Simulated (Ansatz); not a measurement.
Input:

ScPd3N:
```cif
data_NPd3Sc
_chemical_formula_sum 'Sc1 Pd3 N1'
_space_group_name_H-M_alt 'P 1'
_space_group_IT_number 1
_cell_length_a 4.20331
_cell_length_b 4.20331
_cell_length_c 4.20331
_cell_angle_alpha 90.000
_cell_angle_beta 90.000
_cell_angle_gamma 90.000
loop_
_space_group_symop_operation_xyz
  'x, y, z'
loop_
_atom_site_label
_atom_site_type_symbol
_atom_site_fract_x
_atom_site_fract_y
_atom_site_fract_z
_atom_site_occupancy
Sc1 Sc 0.00000 0.00000 0.00000 1
Pd1 Pd 0.00000 0.50000 0.50000 1
Pd2 Pd 0.50000 0.00000 0.50000 1
Pd3 Pd 0.50000 0.50000 0.00000 1
N1 N 0.50000 0.50000 0.50000 1
```

This is the PBE-relaxed structure.

Task: All from DFT-PBE in the program Ansatz with PAW potentials, unless another level is named. Predict the electronic character.

Result: metallic (no gap).

Task: And the density of states at the Fermi level?

Result: 0.35 states/eV per atom (mean over ±0.08 eV).

Task: Next, the formation energy from the elements (no fitted shifts)?

Result: -204 meV/atom.

Task: And the gap with spin–orbit coupling?

Result: none (metallic).

Space group Pm-3m (anti-perovskite). The start of the workflow was typed in or built on a structure type; neither database checked (COD, Materials Project) lists it. Its standing as an ambient phase is unchecked. The PBE relaxation kept the symmetry of its start; whether a distortion lowers the energy is not shown. The run is not spin-polarised. The references are the lowest solids computed at this level, not always the standard phases (solids in place of the gases). Scalar-relativistic: spin–orbit coupling is off unless named, which matters more the heavier the elements.

Potentials: the later of the program's two PAW sets.
